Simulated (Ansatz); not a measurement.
Structure: MgCAs2 as one 8-atom ordering (I-42d) on the zincblende lattice, at its r2SCAN minimum. Space group I-42d (No. 122), tetragonal; a = 5.797 Å, c = 8.333 Å in the conventional setting, 17.50 Å³ an atom. Around Mg lie 4 As at 2.64 Å; around As lie 2 C at 2.03 Å and 2 Mg at 2.64 Å; around C lie 4 As at 2.03 Å.

```
Mg As C
1.0
    -2.89830    2.89830    4.16627
     2.89830   -2.89830    4.16627
     2.89830    2.89830   -4.16627
Mg As C
2 4 2
Cartesian
  0.0000 0.0000 0.0000
  0.0000 2.8983 2.0831
  1.9397 1.4492 1.0416
  1.4492 -0.9586 3.1247
  0.9586 1.4492 5.2078
  -1.4492 0.9586 3.1247
  0.0000 0.0000 4.1663
  2.8983 0.0000 2.0831
```

3 runs of the PAW code Ansatz on this cell differ in the functional (and in the settings that go with it). Levels are in eV from each run's valence top; v1 is the last filled band, c1 the first empty one.

Run A, mean stress -1.1 GPa (compression positive):
```tsv
point	v5	v3	v1	c1	c2	c3
Γ	-3.48	-1.43	0.00	0.42	1.22	2.14
X	-3.78	-2.05	-1.54	1.65	1.65	2.94
P	-3.82	-2.17	-1.47	2.09	2.09	2.53
N	-4.31	-2.35	-1.13	1.83	2.28	3.12
```

Run B, mean stress +1.9 GPa (compression positive):
```tsv
point	v5	v3	v1	c1	c2	c3
Γ	-3.08	-1.22	0.00	0.05	0.69	1.37
X	-3.39	-1.86	-1.34	1.11	1.11	2.23
P	-3.45	-1.94	-1.28	1.43	1.43	1.93
N	-3.87	-2.10	-1.00	1.23	1.69	2.42
```

Run C, mean stress 0.0 GPa (compression positive):
```tsv
point	v5	v3	v1	c1	c2	c3
Γ	-3.30	-1.35	0.00	0.15	1.02	1.72
X	-3.61	-1.99	-1.50	1.33	1.33	2.48
P	-3.68	-2.08	-1.43	1.76	1.76	2.05
N	-4.12	-2.24	-1.11	1.37	1.82	2.67
```

Task: Match the runs to PBE, r2SCAN, HSE06.

Result: A is HSE06, B is PBE, C is r2SCAN. In order of the gap: PBE 0.04, r2SCAN 0.15, HSE06 0.42 eV. The stress vanishes for r2SCAN, which relaxed the cell.

Simulation only: spin-unpolarised, and no claim that this is the phase found in nature.

The runs are scalar-relativistic, without spin-orbit coupling.

The stress of a hybrid is loosely converged in these runs.

Gaps or overlaps of about a tenth of an eV are at the limit of these meshes: between the points read a gap can be smaller or closed.

The meshes of the hybrids are coarse, so their gaps aren't converged to the digits shown.
